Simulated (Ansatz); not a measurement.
Theory: DFT PBE, scalar-relativistic, plane waves, PAW in Ansatz 0.2.0. Settings: cutoff 420 eV, Γ-centred meshes spaced at most about 0.3 Å⁻¹, and about 0.25 Å⁻¹ or finer for metals (2π included), Gaussian smearing. No spin polarisation in the final relaxations.

Temperature and zero-point effects are left out. All come from trial cells, and lower structures may exist.

Question: These unrelaxed guesses for Sn2Te3Se are each relaxed within their symmetry. Order them by the energy at which they end, lowest first.
A.

```
Sn Te Se
1.0
     4.52945    0.00000    0.00000
    -2.26472    3.92262    0.00000
     0.00000    0.00000   11.00264
Sn Te Se
2 3 1
Direct
  0.33333 0.66667 0.67169
  0.66667 0.33333 0.32831
  0.00000 0.00000 0.50000
  0.33333 0.66667 0.15693
  0.66667 0.33333 0.84307
  0.00000 0.00000 0.00000
```

B.

```
Sn Te Se
1.0
     3.13974    1.81273    6.46015
    -3.13974    1.81273    6.46015
     0.00000   -3.62546    6.46015
Sn Te Se
2 3 1
Direct
  0.70473 0.70473 0.70473
  0.29527 0.29527 0.29527
  0.00000 0.00000 0.00000
  0.81974 0.81974 0.81974
  0.18026 0.18026 0.18026
  0.50000 0.50000 0.50000
```

C.

```
Sn Te Se
1.0
     5.18820    0.00000    0.00000
    -2.59410    4.49312    0.00000
     0.00000    0.00000    8.12757
Sn Te Se
2 3 1
Direct
  0.33333 0.66667 0.50000
  0.66667 0.33333 0.50000
  0.33333 0.66667 0.00000
  0.66667 0.33333 0.00000
  0.00000 0.00000 0.50000
  0.00000 0.00000 0.00000
```

D.

```
Sn Te Se
1.0
     4.79364    0.00000    0.00000
    -2.39682    4.15142    0.00000
     0.00000    0.00000   10.09534
Sn Te Se
2 3 1
Direct
  0.33333 0.66667 0.24624
  0.33333 0.66667 0.75376
  0.66667 0.33333 0.50000
  0.00000 0.00000 0.00000
  0.00000 0.00000 0.50000
  0.66667 0.33333 0.00000
```

Answer: A (ends in P-3m1, 0 meV/atom), B (ends in R-3m, 160 meV/atom), C (ends in P6/mmm, 177 meV/atom), D (ends in P-6m2, 274 meV/atom).

Spin–orbit coupling, which can matter for Te, is left out. Cells relaxed within their symmetry can be saddle points. Some candidate types were left out of the draw beforehand, so a known form may be missing.
